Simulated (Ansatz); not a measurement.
Relaxed-ion elastic tensor of C in space group P4_32_12 (No. 96; C on 4a, C on 8b) in GPa (Voigt order), DFT-r²SCAN in the program Ansatz with PAW potentials; density 3.56 g/cm³, 5.61 Å³ per atom.

|  | 1 | 2 | 3 | 4 | 5 | 6 |
|---|---|---|---|---|---|---|
| 1 | 1200 | 51.4 | 75.5 | 0.0 | 0.0 | 0.0 |
| 2 | 51.4 | 1200 | 75.5 | 0.0 | 0.0 | 0.0 |
| 3 | 75.5 | 75.5 | 923 | 0.0 | 0.0 | 0.0 |
| 4 | 0.0 | 0.0 | 0.0 | 488 | 0.0 | 0.0 |
| 5 | 0.0 | 0.0 | 0.0 | 0.0 | 488 | 0.0 |
| 6 | 0.0 | 0.0 | 0.0 | 0.0 | 0.0 | 542 |

Problem. Is the crystal mechanically stable?

Solution. Yes: the smallest eigenvalue of C is 488 GPa.

Problem. Work out the Voigt, Reuss and Hill averages.

Solution. K_V = 414, K_R = 409, K_H = 412; G_V = 512, G_R = 507, G_H = 509 GPa.

Problem. Give Young's modulus, Poisson's ratio, Pugh's ratio and the universal anisotropy index.

Solution. E = 9KG/(3K + G) = 1080 GPa; ν = 0.06; K/G = 0.81 (brittle by the Pugh limit of 1.75); A_U = 5G_V/G_R + K_V/K_R − 6 = 0.06.

Problem. Estimate the sound speeds and the Debye temperature.

Solution. v_l = √((K + 4G/3)/ρ) = 17500 m/s, v_t = √(G/ρ) = 12000 m/s, mean 13000 m/s; Θ = (h/k)(3n/4πV)^(1/3) v_m = 2190 K.

Problem. How much does each axis shrink under pressure?

Solution. Linear compressibilities β_i = Σ_j S_ij (j = 1 to 3): x 0.74, y 0.74, z 0.96 per TPa.

The start of the workflow was typed in or built on a structure type; neither database checked (COD, Materials Project) lists it. It is not the phase usual at ambient conditions (space group No. 194, 227). Symmetry was held in the r²SCAN relaxation; its stability against distortions is not shown here.

Potentials: the earlier of the program's two PAW sets.
